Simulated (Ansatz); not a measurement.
Starting cell, InSb (zinc blende):

```
InSb
1.0
    0.00000     6.63461     6.63461
    3.31730     3.31730     6.63461
    3.31730     3.31730     0.00000
Sb In
2 2
Cartesian
  4.97595  11.61056  11.61056
  4.97595   8.29326   8.29326
  0.00000   0.00000   0.00000
  3.31730   6.63461   9.95191
```

The atoms are displaced by Q × the pattern below (from a DFPT mode at X = (0.5, 0.5, 0.0), largest move 1; Q in Å), at fixed cell. (q is in reciprocal vectors of the primitive cell; the cell shown is doubled to hold the pattern.)

| atom | x | y | z |
|---|---|---|---|
| Sb1 | 0.000 | 0.000 | -1.000 |
| Sb2 | 0.000 | 0.000 | 1.000 |

Atoms not listed stay in place.

All values below come from PBE (plane waves to 420 eV, PAW, scalar-relativistic; Ansatz, a first-principles code). k mesh 12×12×12 (Γ-centred), Fermi-Dirac smearing 0.05 eV. Energies are smeared free energies. With partly filled bands, energies and forces of such displacements shift with the k mesh and the smearing. At this level the bands of InSb touch or barely overlap; measurements give the solid a gap. InSb was relaxed with its symmetry unable to fall. Spin-orbit coupling is left out, though Sb is heavy. ΔE is measured from the undisplaced structure.

```tsv
Q (Å)	ΔE (meV/cell)
-0.280	611
-0.187	274
-0.093	69
0.000	0
0.093	69
0.187	274
0.280	611
```

Q: Which DFPT wavenumber at X = (0.5, 0.5, 0.0) belongs to this mode?
(A) 158 cm⁻¹
(B) 133 cm⁻¹
(C) 38 cm⁻¹

A: B, 133 cm⁻¹. The curvature of the scan gives 133 cm⁻¹

(A displaced cell: forces are minus the slopes of the energy, force constants its curvatures, and phonons follow from these.)
